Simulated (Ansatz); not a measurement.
NbAs:
```xyz
2
Lattice="3.1803 0.0000 0.0000 0.0000 3.1803 0.0000 0.0000 0.0000 3.1803" Properties=species:S:1:pos:R:3 pbc="T T T"
Nb     0.0000     0.0000     0.0000
As     1.5902     1.5902     1.5902
```

Relaxed with PBEsol. Special points in fractions of this cell's reciprocal vectors: Γ (0.000, 0.000, 0.000); X (0.000, 0.500, 0.000); M (0.500, 0.500, 0.000); R (0.500, 0.500, 0.500).

Question: List the band energies nearest the Fermi level at these points for DFT-PBEsol with spin–orbit coupling in the program Ansatz with PAW potentials.

Answer: In eV from the Fermi level; about four levels below and three above (degenerate sets whole), none deeper than 8.9 eV; points with the same levels are listed once.

| k | below | above |
|---|---|---|
| Γ | -3.07 -3.07 -3.07 -3.07 -0.05 -0.05 | 0.41 0.41 0.41 0.41 |
| X | -2.31 -2.31 -2.13 -2.13 | 1.96 1.96 3.25 3.25 |
| M | -0.17 -0.17 -0.12 -0.12 | 2.06 2.06 2.10 2.10 |
| R | -6.36 -6.36 -6.36 -6.36 | 3.32 3.32 3.56 3.56 3.56 3.56 |

Space group Pm-3m (CsCl type). The cell is a constructed one: a structure type filled with these elements; neither database checked (COD, Materials Project) lists it. COD files the formula under space group No. 109, so this cell is another polymorph or a model. Whether it is the stable phase at ambient conditions was not checked. The PBEsol relaxation kept the symmetry of its start; of distortions, only those at the zone centre were tested. No spin polarisation was allowed.

Potentials: the later of the program's two PAW sets.
